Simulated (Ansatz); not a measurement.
Input:

WO3:
```xyz
4
Lattice="3.7996 0.0000 0.0000 0.0000 3.7996 0.0000 0.0000 0.0000 3.7996" Properties=species:S:1:pos:R:3 pbc="T T T"
W      0.0000     0.0000     0.0000
O      0.0000     0.0000     1.8998
O      1.8998     0.0000     0.0000
O      0.0000     1.8998     0.0000
```

This is the PBEsol-relaxed structure.

Question: All from plane-wave PAW PBEsol (Ansatz code), unless another level is named. Give the bulk modulus (Birch–Murnaghan fit).

Answer: 247 GPa.

Question: And the elastic constants (relaxed ions, GPa)?

Answer: C11 = 650, C12 = 46.2, C44 = 69.9.

Question: What about the highest zone-centre frequency (without LO–TO term)?

Answer: 570 cm⁻¹.

Space group Pm-3m (ReO3 type). The workflow started from a Materials Project entry (that database holds measured and hypothetical structures alike); the Crystallography Open Database copy checked does not list it. COD files the formula under space group No. 2, 14, 62, 129, 130, 191. Whether it is the stable phase at ambient conditions was not checked. Symmetry was held in the PBEsol relaxation. At this level the phase is dynamically unstable (imaginary phonons). The run is not spin-polarised. No Hubbard U is applied. Scalar-relativistic: spin–orbit coupling is off unless named, which matters more the heavier the elements.

Potentials: the earlier of the program's two PAW sets. The files were generated under PBE; for other functionals the program regenerates the frozen cores, and for LDA and PBEsol the local potential too.
